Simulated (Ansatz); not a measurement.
RbBr:
```xyz
2
Lattice="0.0000 3.5089 3.5089 3.5089 0.0000 3.5089 3.5089 3.5089 0.0000" Properties=species:S:1:pos:R:3 pbc="T T T"
Rb     0.0000     0.0000     0.0000
Br     3.5089     3.5089     3.5089
```

Tensor components refer to the Cartesian frame of this cell.

Q: Give the high-frequency dielectric tensor and the Born effective charge tensors of the independent atoms from DFPT, PBE (plane waves, PAW; program Ansatz).

A: 
ε∞:
```
2.46  0.00  0.00
0.00  2.46  0.00
0.00  0.00  2.46
```
Z* of atom 1 (Rb), rows: field, columns: displacement, in e:
```
1.16  0.00  0.00
0.00  1.16  0.00
0.00  0.00  1.16
```
Z* of atom 2 (Br), rows: field, columns: displacement, in e:
```
-1.16   0.00   0.00
 0.00  -1.16   0.00
 0.00   0.00  -1.16
```

Static charges for comparison (Bader): Rb1 +0.83, Br2 -0.83 e. Born charges measure polarisation by displacement and can exceed these by far.

Space group Fm-3m (rock salt). The cell was relaxed with PBE under the symmetry of its start. Spin–orbit coupling is left out wherever it is not named.

Potentials: the later of the program's two PAW sets.
